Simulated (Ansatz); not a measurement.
Relaxed-ion elastic tensor of CoSi2 (fluorite or antifluorite type, Fm-3m) in GPa (Voigt order), DFT-LDA in the program Ansatz with PAW potentials; density 5.21 g/cm³, 12.23 Å³ per atom.

```
  276    168    168    0.0    0.0    0.0
  168    276    168    0.0    0.0    0.0
  168    168    276    0.0    0.0    0.0
  0.0    0.0    0.0  100.0    0.0    0.0
  0.0    0.0    0.0    0.0  100.0    0.0
  0.0    0.0    0.0    0.0    0.0  100.0
```

### Question
Is the crystal mechanically stable?

### Answer
Yes: the smallest eigenvalue of C is 100.0 GPa.

### Question
Work out the Voigt, Reuss and Hill averages.

### Answer
K_V = 204, K_R = 204, K_H = 204; G_V = 81.7, G_R = 74.8, G_H = 78.2 GPa.

### Question
Give Young's modulus, Poisson's ratio, Pugh's ratio and the universal anisotropy index.

### Answer
E = 9KG/(3K + G) = 208 GPa; ν = 0.33; K/G = 2.60 (ductile by the Pugh limit of 1.75); A_U = 5G_V/G_R + K_V/K_R − 6 = 0.46.

### Question
Estimate the sound speeds and the Debye temperature.

### Answer
v_l = √((K + 4G/3)/ρ) = 7690 m/s, v_t = √(G/ρ) = 3870 m/s, mean 4340 m/s; Θ = (h/k)(3n/4πV)^(1/3) v_m = 561 K.

### Question
Give the Zener ratio and Young's modulus along [100], [110] and [111].

### Answer
A = 2C44/(C11 − C12) = 1.84; 1/E = S11 − 2(S11 − S12 − S44/2)Γ with Γ = 0, 1/4, 1/3 gives 149, 218, 258 GPa.

Symmetry was held in the LDA relaxation; of distortions, only those at the zone centre were tested. No spin polarisation was allowed. As this level gives no gap, shear constants depend on the k-mesh and smearing (Fermi–Dirac, 0.1 eV here).

Potentials: the earlier of the program's two PAW sets.
